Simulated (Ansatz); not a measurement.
Ta2O5:
```
CELL_PARAMETERS angstrom
      3.83858     0.00000     0.00000
      0.00000     3.85726     0.00000
     -1.91721     0.00000     6.51428
ATOMIC_POSITIONS crystal
  Ta 0.64583 0.00000 0.79157
  Ta 0.35417 0.00000 0.20843
  O  0.64975 0.50000 0.79895
  O  0.35025 0.50000 0.20105
  O  0.18518 0.00000 0.87020
  O  0.81482 0.00000 0.12980
  O  0.50000 0.00000 0.50000
```

Tensor components refer to the Cartesian frame of this cell.

Question: Give the high-frequency dielectric tensor and the Born effective charge tensors of the independent atoms from DFPT, r²SCAN in the plane-wave PAW code Ansatz.

Answer: 
ε∞:
```
4.32  0.00  0.00
0.00  5.92  0.00
0.00  0.00  4.36
```
Z* of atom 1 (Ta), rows: field, columns: displacement, in e:
```
6.79  0.00  0.00
0.00  9.80  0.00
0.00  0.00  6.96
```
Z* of atom 3 (O), rows: field, columns: displacement, in e:
```
-1.29   0.00   0.00
 0.00  -7.65   0.00
 0.00   0.00  -1.25
```
Z* of atom 5 (O), rows: field, columns: displacement, in e:
```
-5.11   0.00   0.00
 0.00  -1.46   0.00
 0.00   0.00  -2.48
```
Z* of atom 7 (O), rows: field, columns: displacement, in e:
```
-0.78   0.00   0.00
 0.00  -1.38   0.00
 0.00   0.00  -6.45
```

Static charges for comparison (Bader): Ta1 +3.08, O3 -1.20, O5 -1.28, O7 -1.20 e. Born charges measure polarisation by displacement and can exceed these by far.

Space group Cmmm. The first step of the workflow began from a Materials Project structure, measured or hypothetical; the Crystallography Open Database copy checked does not list it. COD files the formula under space group No. 49. Its standing as an ambient phase is unchecked. Symmetry was held in the r²SCAN relaxation; phonons show weakly imaginary modes. The run is not spin-polarised. Spin–orbit coupling is left out wherever it is not named.

Potentials: the earlier of the program's two PAW sets.
